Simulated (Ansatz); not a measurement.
Relaxed-ion elastic tensor of SrCl$_{2}$ (fluorite, Fm-3m) in GPa (Voigt order), r²SCAN (plane waves, PAW; program Ansatz); density 3.08 g/cm³, 28.52 Å³ per atom.

|  | 1 | 2 | 3 | 4 | 5 | 6 |
|---|---|---|---|---|---|---|
| 1 | 73.8 | 19.4 | 19.4 | 0.0 | 0.0 | 0.0 |
| 2 | 19.4 | 73.8 | 19.4 | 0.0 | 0.0 | 0.0 |
| 3 | 19.4 | 19.4 | 73.8 | 0.0 | 0.0 | 0.0 |
| 4 | 0.0 | 0.0 | 0.0 | 9.9 | 0.0 | 0.0 |
| 5 | 0.0 | 0.0 | 0.0 | 0.0 | 9.9 | 0.0 |
| 6 | 0.0 | 0.0 | 0.0 | 0.0 | 0.0 | 9.9 |

Is the crystal mechanically stable?

Yes: the smallest eigenvalue of C is 9.9 GPa.

Work out the Voigt, Reuss and Hill averages.

K_V = 37.5, K_R = 37.5, K_H = 37.5; G_V = 16.8, G_R = 13.3, G_H = 15.1 GPa.

Give Young's modulus, Poisson's ratio, Pugh's ratio and the universal anisotropy index.

E = 9KG/(3K + G) = 39.8 GPa; ν = 0.32; K/G = 2.49 (ductile by the Pugh limit of 1.75); A_U = 5G_V/G_R + K_V/K_R − 6 = 1.34.

Estimate the sound speeds and the Debye temperature.

v_l = √((K + 4G/3)/ρ) = 4330 m/s, v_t = √(G/ρ) = 2210 m/s, mean 2480 m/s; Θ = (h/k)(3n/4πV)^(1/3) v_m = 241 K.

Give the Zener ratio and Young's modulus along [100], [110] and [111].

A = 2C44/(C11 − C12) = 0.36; 1/E = S11 − 2(S11 − S12 − S44/2)Γ with Γ = 0, 1/4, 1/3 gives 65.8, 32.0, 27.3 GPa.

Symmetry was held in the r²SCAN relaxation; phonons on a q-mesh show no instability.

Potentials: the later of the program's two PAW sets.
